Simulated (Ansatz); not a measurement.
Space group P-3m1 (No. 164). a = 3.613 Å, b = 3.613 Å, c = 16.952 Å, α = 90.00°, β = 90.00°, γ = 120.00°
| atom | site | symmetry | x | y | z |
| --- | --- | --- | --- | --- | --- |
| Cd | 2d | 3m. | 0.6667 | 0.3333 | 0.8995 |
| Cd | 2d | 3m. | 0.3333 | 0.6667 | 0.7688 |
| Cd | 2d | 3m. | 0.6667 | 0.3333 | 0.6354 |
| Cd | 1b | -3m. | 0.0000 | 0.0000 | 0.5000 |
| S | 1a | -3m. | 0.0000 | 0.0000 | 0.0000 |

Equation of state of this Cd7S structure (not necessarily the ground state), with shape and atoms relaxed at each volume where symmetry leaves them free. It has no gap at any of these volumes. The calculation used DFT PBE, scalar-relativistic, plane waves, PAW (Ansatz 0.2.0).

Settings: cutoff 420 eV, Γ-centred mesh 12×12×2 on the computed 8-atom cell, Gaussian smearing of 0.10 eV; no spin polarisation.

```json
{"V (Å³/atom)": "21.802", "E − E(largest V) (meV/atom)": "22.42", "P (GPa)": "3.99"}
{"V (Å³/atom)": "22.520", "E − E(largest V) (meV/atom)": "8.16", "P (GPa)": "2.42"}
{"V (Å³/atom)": "23.239", "E − E(largest V) (meV/atom)": "0.40", "P (GPa)": "1.08"}
{"V (Å³/atom)": "23.958", "E − E(largest V) (meV/atom)": "-1.83", "P (GPa)": "-0.01"}
{"V (Å³/atom)": "24.677", "E − E(largest V) (meV/atom)": "0.00", "P (GPa)": "-0.72"}
```

**Question.** Fit a third-order Birch–Murnaghan equation, E = E0 + (9V0B0/16)·[(x − 1)³B0' + (x − 1)²(6 − 4x)] with x = (V0/V)^(2/3), to E(V).

**Answer.** V0 = 23.97 Å³/atom, B0 = 31 GPa, B0' = 6.7.

The cell was found from a proposed guess, not taken from experiment.
